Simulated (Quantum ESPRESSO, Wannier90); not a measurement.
# Mg3ZnO4 (Pm-3m): Wannier90 run

```xyz
8
Lattice="4.2801 0.0000 0.0000 0.0000 4.2801 0.0000 0.0000 0.0000 4.2801" Properties=species:S:1:pos:R:3 pbc="T T T"
Mg     0.0000     2.1400     2.1400
Mg     2.1400     0.0000     2.1400
Mg     2.1400     2.1400     0.0000
Zn     0.0000     0.0000     0.0000
O      2.1400     0.0000     0.0000
O      0.0000     2.1400     0.0000
O      0.0000     0.0000     2.1400
O      2.1400     2.1400     2.1400
```

Materials Project entry mp-1024045; symmetrised, unrelaxed at this level. Not found in the COD (Crystallography Open Database) copy used; not checked further. Computed values, not measurements, from LDA: Quantum ESPRESSO (norm-conserving PseudoDojo potentials, cutoff 68 Ry, no spin polarisation, no spin-orbit coupling) on a Γ-centred 6×6×6 mesh, then Wannier90. Density: 8×8×8 mesh, cold smearing 0.01 Ry.

A tight-binding model is made by disentanglement and projection with no localisation steps (num_iter = 0), so the 37 orbitals stay atom-like: hydrogen-like Mg: s;p; Zn: s;p;d; O: s;p, axes along x, y, z; frozen window up to 3.60 eV relative to the valence-band maximum. It follows pw.x to 0.7 meV rms for states up to 3.1 eV relative to the valence-band maximum. Matrix elements depend on this choice of orbitals and windows.

Question: What are the on-site energies relative to the valence-band maximum, and how fast do the hoppings decay?

Answer: 
```csv
atom,orbitals,energy (eV)
Mg1,s,8.83
Mg1,pz py,12.73
Mg1,px,12.94
Mg2,s,8.82
Mg2,pz px,12.73
Mg2,py,12.93
Mg3,s,8.82
Mg3,pz,12.93
Mg3,px py,12.73
Zn4,s,4.87
Zn4,pz px py,11.20
Zn4,dz2 dx2-y2,-5.22
Zn4,dxz dyz dxy,-4.90
O5,s,-15.39
O5,pz py,-1.70
O5,px,-1.54
O6,s,-15.39
O6,pz px,-1.70
O6,py,-1.54
O7,s,-15.39
O7,pz,-1.54
O7,px py,-1.70
O8,s,-15.54
O8,pz px py,-1.67
```

```
distance of the centres (Å)  largest modulus (eV)
---------------------------  --------------------
2–3                                           2.5
3–4                                          0.86
4–5                                          0.49
5–6                                         0.042
6–7                                          0.12
7–8                                         0.015
8–9                                         0.021
9–10                                       0.0099
10–11                                      0.0053
11–12                                      0.0023
```
